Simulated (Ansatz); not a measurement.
GaSb (F-43m): lattice vibrations

```
Ga Sb
1.0
     0.00000    3.02504    3.02504
     3.02504    0.00000    3.02504
     3.02504    3.02504    0.00000
Ga Sb
1 1
Direct
  0.00000 0.00000 0.00000
  0.75000 0.75000 0.75000
```

The conventional cell has a = 6.050 Å, b = 6.050 Å, c = 6.050 Å, α = 90.00°, β = 90.00°, γ = 90.00°. Around Ga (atom 1) lie 4 Sb at 2.62 Å. Sb (atom 2) has 4 Ga at 2.62 Å as nearest neighbours.

Computed, not measured; unless marked otherwise by LDA, all-electron LAPW in Ansatz 0.2.0, scalar-relativistic. k mesh 10×10×10, Fermi-Dirac smearing of 0.050 eV, basis error target 1 meV/atom. The cell was relaxed by PAW under this functional.

Atoms are displaced by 0.01 Å in the smallest supercells that hold the wave vectors of a 2×2×2 mesh. Negative values stand for unstable modes.

What are the phonon energies at the solved wave vectors, in cm⁻¹?

```json
{"q": "0.000 0.000 0.000", "point": "Gamma", "modes (cm⁻¹)": "224.3 (×3)"}
{"q": "0.500 0.000 0.000", "point": "L", "modes (cm⁻¹)": "42.6 (×2), 153.8, 201.1, 218.5 (×2)"}
{"q": "0.500 0.500 0.000", "point": "X", "modes (cm⁻¹)": "53.0 (×2), 159.7, 207.7, 209.5 (×2)"}
```

Is the structure dynamically stable at these wave vectors?

Yes, no mode is unstable there; wave vectors off this mesh aren't tested.

How do the optical zone-centre modes decompose, and which are active?

Point group -43m: Γ_opt = T2.

| label | cm⁻¹ | activity | mostly |
| --- | --- | --- | --- |
| T2 | 224.3 | IR and Raman | Ga (64 %) |

In a metal the activity is that of symmetry alone; free carriers screen the infrared modes.

How well do frozen-core PAW files reproduce these all-electron values?

With a cutoff of 420 eV and displacements of 0.0025 Å, the r.m.s. difference over the modes is 0.1 cm⁻¹; the largest difference is 53.1 (PAW) against 53.0 cm⁻¹ (LAPW).

The cell is scaled evenly to 54.533 and 56.194 Å³ (from 55.364), with free atoms relaxed and the shape held. What are the mode Grüneisen parameters γ = −d ln ω/d ln V?

For the highest mode, 229.4 cm⁻¹ in the small cell and 219.6 in the large one give γ ≈ 1.46. From the change of the dynamical matrix on each mode:

```
point   cm⁻¹      γ
Gamma  224.3   1.46
    L   42.6  -1.81
    L  153.8   0.93
    L  201.1   1.47
    L  218.5   1.49
    X   53.0  -2.22
    X  159.7   1.30
    X  207.7   1.11
    X  209.5   1.73
```

Weighted by the modes' heat capacities at 300 K, the mean on this mesh is 0.29; it moves with the q mesh, and a coarse one overweights the zone boundary. Rows under −0.05 (2 here) are modes that soften under compression and pull towards negative thermal expansion.

Keep in mind: the gap is closed or tiny at this level, so small that the run used smearing; responses move with mesh and smearing; the frozen-core PAW files of the compared runs were fitted under PBE, their cores solved anew for this functional; responses of metals move with mesh and smearing.
